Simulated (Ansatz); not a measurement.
Starting cell, TiN (rock salt):

```
CELL_PARAMETERS angstrom
      0.00000     2.12337     2.12337
      2.12337     0.00000     2.12337
      2.12337     2.12337     0.00000
ATOMIC_POSITIONS crystal
  N  0.00000 0.00000 0.00000
  Ti 0.50000 0.50000 0.50000
```

In this cell atom 1 (N, nearest neighbour Ti at 2.123 Å; its periodic images, 3.0 Å or more away, move with it) is moved by s along Cartesian [110], unit vector (0.707, 0.707, 0.000); all other atoms and the cell stay fixed.

These are PBE (plane waves to 420 eV, PAW, scalar-relativistic; Ansatz, a first-principles code) values and carry that method's errors. k mesh 15×15×15 (Γ-centred), Fermi-Dirac smearing 0.05 eV. Energies are smeared free energies. With partly filled bands, energies and forces of such displacements shift with the k mesh and the smearing. The PAW data are Ansatz's earlier set. TiN is run without spin polarisation. TiN was relaxed with its symmetry unable to fall. ΔE is measured from the undisplaced structure. The last digit holds for this mesh only.

```
s (Å)   ΔE (meV/cell)
------  -------------
-0.420          890.9
-0.336          575.1
-0.252          323.4
-0.168          143.3
-0.084       withheld
0.000             0.0
0.084        withheld
0.168           143.3
0.252           323.4
0.336           575.1
0.420           890.9
```

Task: Fit an even polynomial form (powers 2, 4, 6) to the given rows and predict ΔE at s = 0.084.

Result: Least squares on the 9 given rows: ΔE = (5049)·s² + (1083)·s⁴ + (-6103)·s⁶, in meV/cell with s in Å; root-mean-square residual 0.06 meV/cell. At 0.084 the fit gives 35.7 meV/cell; the calculation gives 35.9 meV/cell, so the interpolation is off by -0.2 (-0.6 %). The quadratic term alone would give 35.6 meV/cell.

(A displaced cell: forces are minus the slopes of the energy, force constants its curvatures, and phonons follow from these.)
